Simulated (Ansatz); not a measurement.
GaAs (F-43m): elastic constants by finite strains

Computed with r²SCAN, PAW on Ansatz 0.2.0's default frozen-core files (fitted under PBE), scalar-relativistic; not a measurement.

Cell and atoms were relaxed beforehand by PAW with this functional.

Command:

```sh
ansatz run input.yaml --threads 1 --pin off --max-ram 1228MiB --backend cpu --events-out ev --progress --plain --runs-dir out
```

input.yaml:

```yaml
crystal:
  lattice:
    - [0.0, 2.83346779133, 2.83346779133]
    - [2.83346779133, 0.0, 2.83346779133]
    - [2.83346779133, 2.83346779133, 0.0]
  atoms:
    - { symbol: Ga, position: [0.0, 0.0, 0.0] }
    - { symbol: As, position: [0.75, 0.75, 0.75] }
kpoints:
  mp_grid: { grid: [8, 8, 8] }
scf:
  occupations: { method: fixed }
hamiltonian:
  xc: r2scan
  pseudopotentials: { kind: paw }
elastic:
  mode: relaxed_ion
  stencil: two_point
  amplitude: 0.003
```

Output:

```
Warning: RAYON_NUM_THREADS=1 ignored (pool sized by the plan → 1); use --threads N
Engine: ansatz 0.2.0, x86_64-unknown-linux-gnu
Pseudopotentials: kind: paw
Pseudopotential: Ga, paw, valence charge 13, recommended cutoff 500 eV (meta_gga), Ga.paw.azcp
Pseudopotential: As, paw, valence charge 15, recommended cutoff 500 eV (meta_gga), As.paw.azcp
Functional definition: r2SCAN
  parameter k0 = 0.174
  parameter k1 = 0.065
  parameter a1 = 4.9479
  exchange = r2scan_x(k0 = k0, k1 = k1, a1 = a1)
  correlation = r2scan_c
Crystal: 2 atoms, lattice volume = 45.497 Å³
Basis set: ecut = 500 eV, 1139 PW (Γ), exchange–correlation on 120×120×120 points (64 copies of the dense FFT grid, shifted against one another)
Bands: 18, of which v1, the nominal top of the filled ones, is band 14 counted from 1 (13 counted from 0)
Symmetry: 24 space group operations
Space group: F-43m (ITA 216), of the structure as read, at distance tolerance 3.6e-5 Å
k-points: 29 of 512 (time reversal used)
Non-local potential: Ga, projectors of the file, l = 0: 2, l = 1: 2, l = 2: 3, l = 3: 1
Non-local potential: As, projectors of the file, l = 0: 2, l = 1: 2, l = 2: 3, l = 3: 1
[... 165 lines left out ...]
       117.384     49.929     49.929      0.000      0.000      0.000
        49.929    117.384     49.929      0.000      0.000     -0.000
        49.929     49.929    117.384      0.000      0.000      0.000
         0.000      0.000     -0.000     60.360     -0.000     -0.000
        -0.000     -0.000     -0.000      0.000     60.360      0.000
         0.000     -0.000      0.000      0.000      0.000     60.360
  reference stress σ⁰ (GPa):      0.018      0.018      0.018     -0.000      0.000     -0.000
  C* (energy form; C + prestress term) asymmetry max|C*_kj − C*_jk| = 2.132e-14 GPa — a small one proves nothing (zero by symmetry where the batch's group is 432, −43m or m−3m); a large one is finite-difference/SCF noise where ...
  moduli (Voigt/Reuss/Hill, GPa): K = 72.41/72.41/72.41   G = 49.71/45.87/47.79   E = 117.52   ν = 0.230
  mechanically stable: yes (min eigenvalue of sym C = 60.36 GPa)
  strain η (Voigt 11):  stress-route row diagonal C_11 = 117.38 GPa, energy-path curvature d²(F+E_count+ΔE)/dδ²/Ω₀ = 117.43 GPa
         δ    σ_11 (GPa)             F (eV)   n_scf  n_hpsi   n_pw
    -3.000e-3      -0.3355       -8655.7542928      10   22467   1170   relax 0 steps, max|allowed force component| 2.75e-17 eV/Å
     3.000e-3       0.3688       -8655.7542585       7   17596   1177   relax 0 steps, max|allowed force component| 2.79e-17 eV/Å
  strain η (Voigt 23):  stress-route row diagonal C_44 = 60.36 GPa, energy-path curvature d²(F+E_count+ΔE)/dδ²/Ω₀ = 60.39 GPa
         δ    σ_23 (GPa)             F (eV)   n_scf  n_hpsi   n_pw
    -3.000e-3      -0.1811       -8655.7543465       2   14516   1174   relax 3 steps, max|allowed force component| 5.93e-8 eV/Å
     3.000e-3       0.1811       -8655.7543465       2   14244   1174   relax 2 steps, max|allowed force component| 2.68e-7 eV/Å
```

Self-consistency was reached.

### Strained cells

Elastic constants of a crystal by Kohn-Sham DFT: slopes of the stress over finite engineering strains of the given cell, Voigt indices, Cartesian axes as in the input; stress of each strained cell less that at rest, tension positive.

```tsv
strain component	strain	stress xx (GPa)	stress yy (GPa)	stress zz (GPa)	stress yz (GPa)	stress xz (GPa)	stress xy (GPa)	relaxation steps
xx	-0.003	-0.3535	-0.1517	-0.1517	0	0	0	0
xx	0.003	0.3508	0.1479	0.1479	0	0	0	0
yz	-0.003	0	-0.0005	-0.0005	-0.1811	0	0	3
yz	0.003	0	-0.0005	-0.0005	0.1811	0	0	2
```

**Elastic constants**

```
Pressure at rest         : -0.018 GPa
Least elastic eigenvalue : 60.36 GPa
Elastically stable       : yes
```

| index | elastic (GPa) |
| --- | --- |
| 11 | 117.4 |
| 12 | 49.93 |
| 44 | 60.36 |

**Elastic moduli**

Hill averages of a grain aggregate, Debye temperature from the mean sound speed over directions.

```
Bulk modulus                     : 72.41 GPa
Shear modulus                    : 47.79 GPa
Young modulus                    : 117.5 GPa
Poisson ratio                    : 0.2295
Bulk over shear modulus          : 1.515
Elastic anisotropy index         : 0.4181
Least young modulus              : 87.59 GPa
Largest young modulus            : 141.7 GPa
Longitudinal sound speed         : 5078 m/s
Transverse sound speed           : 3009 m/s
Elastic debye temperature        : 347.7 K
Linear compressibility (x, y, z) : 4.603, 4.603, 4.603 1/TPa
Zener ratio                      : 1.79
Cauchy pressure                  : -10.43 GPa
```

Known limits: frozen-core PAW files fitted under PBE, their cores solved anew for the functional of the run; constants at zero field, no piezoelectric stiffening.

Time and hardware: 110 s on 1 thread of Intel(R) Xeon(R) Platinum 8259CL CPU @ 2.50GHz (Skylake/Cascade Lake) (shared host), peak memory 0.61 GiB.
